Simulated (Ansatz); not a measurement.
# A plane-wave run on BaCdH

Input file of Ansatz 0.2.0:

```yaml
crystal:
  lattice:
    - [4.18478, 0.0, 0.0]
    - [0.0, 4.18478, 0.0]
    - [0.0, 0.0, 8.089999]
  atoms:
    - { symbol: Ba, position: [0.0, 0.5, 0.2] }
    - { symbol: Ba, position: [0.5, 0.0, 0.8] }
    - { symbol: H, position: [0.0, 0.0, 0.0] }
    - { symbol: H, position: [0.5, 0.5, 0.0] }
    - { symbol: Cd, position: [0.0, 0.5, 0.7] }
    - { symbol: Cd, position: [0.5, 0.0, 0.3] }
  symmetry: { tolerance: 0.0003 }
kpoints:
  mp_grid: { grid: [8, 8, 4], shift: [0, 0, 0] }
  band_path:
    path:
      - [0.0, 0.0, 0.0]
      - [0.0, 0.5, 0.0]
      - [0.5, 0.5, 0.0]
      - [0.0, 0.0, 0.0]
      - [0.0, 0.0, 0.5]
      - [0.0, 0.5, 0.5]
      - [0.5, 0.5, 0.5]
      - [0.0, 0.0, 0.5]
      - [0.0, 0.5, 0.0]
      - [0.0, 0.5, 0.5]
      - [0.5, 0.5, 0.0]
    npoints: 6
magnetization:
  noncollinear: true
  spin_orbit: true
scf:
  occupations: { method: fermi_dirac }
  lower_state_search: "off"
  max_iter: 200
hamiltonian:
  pseudopotentials: { kind: paw_fr }
  xc: r2scan
basis:
  ecutwfc: 500
  fft_grid_basis: typed
output:
  forces: true
  stress: true
  eigenvalues: true
  bader: true
  populations: true
  elf: true
  write_potential: true
  volumetric_format: npy
  dos:
    e_range: [-12, 8]
    de: 0.05
    projected: { site_lists: { Ba: [Ba], Cd: [Cd], H: [H] } }
    method: { smearing: { sigma: 0.1, scheme: gaussian } }
checkpoint:
  read: saved_state
```

The saved state is an earlier solution for the same cell, perhaps on another mesh. The state carries no moments; the state need not be the lowest.

Parts of the output:

```
Pseudopotentials: kind: paw_fr
Pseudopotential: Ba, paw_fr, valence charge 10, recommended cutoff 500 eV (meta_gga), Ba.paw.azcp#standard-fr
Pseudopotential: H, paw_fr, valence charge 1, recommended cutoff 500 eV (meta_gga), H.paw.azcp#standard-fr
Pseudopotential: Cd, paw_fr, valence charge 20, recommended cutoff 500 eV (meta_gga), Cd.paw.azcp#standard-fr
Functional definition: r2SCAN
  exchange = r2scan_x(k0 = k0, k1 = k1, a1 = a1)
  correlation = r2scan_c
Crystal: 6 atoms, lattice volume = 141.675 Å³
Basis set: ecut = 500 eV, 3597 PW (Γ), exchange–correlation on 128×128×240 points (64 copies of the dense FFT grid, shifted against one another)
Bands: 76, of which v1, the nominal top of the filled ones, is band 62 counted from 1 (61 counted from 0)
Symmetry: 16 space group operations + 16 with time reversal
Magnetic group: BNS 129.412 (UNI 1072), of the structure as read, at distance tolerance 1.6e-3 Å
k-points: 45 of 256
Initial density: read from a saved state, or passed on in memory by an earlier SCF of this step, an earlier step, the calling program or the single point that the run made first
Functional: x = r2scan, c = r2scan; τ floored in thin density (d = 2e-4 eV/Å³)
SCF iter   1: F=-28453.9107 eV  Δρ=1.50e-3  dr2=1.58e-3  dr2_τ=6.30e-4  dr2_m=0.00e0 (ungated)  |M|=0.00e0 ∫|m|=0.00e0 μB
SCF iter   2: F=-28453.9117 eV  Δρ=9.66e-4  dr2=9.25e-4  dr2_τ=4.04e-5  dr2_m=0.00e0 (ungated)  |M|=0.00e0 ∫|m|=0.00e0 μB
SCF iter   3: F=-28453.9122 eV  Δρ=2.76e-4  dr2=1.70e-4  dr2_τ=3.79e-6  dr2_m=0.00e0 (ungated)  |M|=0.00e0 ∫|m|=0.00e0 μB
SCF iter   4: F=-28453.9123 eV  Δρ=9.45e-5  dr2=7.30e-5  dr2_τ=1.72e-7  dr2_m=0.00e0 (ungated)  |M|=0.00e0 ∫|m|=0.00e0 μB
SCF iter   5: F=-28453.9123 eV  Δρ=4.55e-5  dr2=1.92e-5  dr2_τ=6.64e-8  dr2_m=0.00e0 (ungated)  |M|=0.00e0 ∫|m|=0.00e0 μB
SCF iter   6: F=-28453.9123 eV  Δρ=2.23e-5  dr2=5.54e-6  dr2_τ=7.06e-9  dr2_m=0.00e0 (ungated)  |M|=0.00e0 ∫|m|=0.00e0 μB
SCF iter   7: F=-28453.9123 eV  Δρ=1.41e-5  dr2=2.10e-6  dr2_τ=3.46e-9  dr2_m=0.00e0 (ungated)  |M|=0.00e0 ∫|m|=0.00e0 μB
SCF iter   8: F=-28453.9123 eV  Δρ=8.87e-6  dr2=7.75e-7  dr2_τ=1.27e-9  dr2_m=0.00e0 (ungated)  |M|=0.00e0 ∫|m|=0.00e0 μB
SCF iter   9: F=-28453.9123 eV  Δρ=3.73e-6  dr2=1.21e-7  dr2_τ=1.80e-10  dr2_m=0.00e0 (ungated)  |M|=0.00e0 ∫|m|=0.00e0 μB
SCF iter  10: F=-28453.9123 eV  Δρ=4.51e-7  dr2=3.52e-10  dr2_τ=2.30e-12  dr2_m=0.00e0 (ungated)  |M|=0.00e0 ∫|m|=0.00e0 μB
Magnetization: |M| = 0.0000 μB,  M = (+0.0000, +0.0000, +0.0000) μB
Absolute magnetization: 0.0000 μB (∫|m|)
  site 0: m = (+0.0000, +0.0000, +0.0000) μB, |m| = 0.0000 μB  (R = 1.09 Å)
  site 1: m = (+0.0000, +0.0000, +0.0000) μB, |m| = 0.0000 μB  (R = 1.09 Å)
  site 2: m = (+0.0000, +0.0000, +0.0000) μB, |m| = 0.0000 μB  (R = 1.09 Å)
  site 3: m = (+0.0000, +0.0000, +0.0000) μB, |m| = 0.0000 μB  (R = 1.09 Å)
  site 4: m = (+0.0000, +0.0000, +0.0000) μB, |m| = 0.0000 μB  (R = 1.27 Å)
  site 5: m = (+0.0000, +0.0000, +0.0000) μB, |m| = 0.0000 μB  (R = 1.27 Å)
Free energy (F): -28453.9123 eV
Harris-Foulkes:  -28453.9123 eV  (|F-HF|=2.98e-10)
Internal energy: -28453.8184 eV  (E = F + TS)
E sigma→0 (E₀):  -28453.8654 eV
Entropy (-TS):   -0.0939 eV (-15.653 meV/atom)
Fermi energy:    9.7101 eV
--- Per-component energies (eV) ---
  E_band       = -1126.8860
  E_kinetic    = 1386.7186
  E_local      = -8592.9434  (includes V_loc(G=0)·N_el)
  E_nonlocal   = 174.4102
  E_hartree    = 3930.2410
  E_xc         = -673.3405
  E_vxc        = -819.8015  (∫ρ·V_xc dr)
  E_paw        = -18666.9035  (= ΣΔE_a)
  E_vpaw       = -1187.2977  (= ΣTr[D̂ρ^β])
  E_aug_tail   = -0.0008  (compensation charges beyond the density's cutoff)
  E_vtau       = 51.5463  (kinetic-family band-sum trace: ∫τ·v_τ [+ j·A + Jᵃ·Aᵃ] dr)
  E_ewald      = -6011.0088
  E_core_change = -0.9912  (= ΣΔE_core)
  E_smearing   = -0.0939  (= −TS)
--- Stress (GPa, compression-positive) ---
       13.8560       0.0000       0.0000
        0.0000      13.8560       0.0000
        0.0000       0.0000      -2.4776
  P = ⅓ Tr σ = 8.4115 GPa (84.115 kbar)
--- Löwdin populations: 6 sites ---
  site symbol       q [e]
     0     Ba      8.7472
     1     Ba      8.7472
     2      H      1.6563
     3      H      1.6563
     4     Cd     19.6724
     5     Cd     19.6724
  spilling = 0.0298 (of n_electrons = 62.0000)
--- Bader charges: 6 sites ---
  site symbol  charge [e]  shift [e]  m_x [muB]  m_y [muB]  m_z [muB]
     0     Ba      1.1475     0.0000     0.0000     0.0000     0.0000
     1     Ba      1.1475     0.0000     0.0000     0.0000     0.0000
     2      H     -0.6659     0.0000     0.0000     0.0000     0.0000
     3      H     -0.6659     0.0000     0.0000     0.0000     0.0000
     4     Cd     -0.4816     0.0000     0.0000     0.0000     0.0000
     5     Cd     -0.4817     0.0000     0.0000     0.0000     0.0000
```

Origin: a known structure type with other elements, at an estimated volume, so it need not be a known compound.
